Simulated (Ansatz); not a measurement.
TiC (rock salt, space group No. 225) at seven volumes, DFT-r²SCAN in the program Ansatz with PAW potentials, scaled uniformly. One row is withheld.

| V (Å³/atom) | P (GPa) |
|---|---|
| 9.221 | 29.77 |
| 9.525 | 18.32 |
| 9.829 | 8.47 |
| 10.133 | -0.01 |
| 10.437 | -7.32 |
| 10.741 | -13.61 |
| 11.045 | ? |

**Question.** Fit the shown pressures and predict the withheld one.

**Answer.** P = (3/2)B₀(x^(7/2) − x^(5/2))[1 + (3/4)(B′ − 4)(x − 1)] with x = (V₀/V)^(2/3). Least squares on the six rows gives V₀ = 10.133 Å³/atom, B₀ = 262 GPa, B′ = 3.96. At V = 11.045, x = 0.9442 and P = -19.04 GPa. The run itself gave -19.03 GPa.

Space group Fm-3m (rock salt). The r²SCAN relaxation kept the symmetry of its start; of distortions, only those at the zone centre were tested. The run is not spin-polarised.

Potentials: the later of the program's two PAW sets.
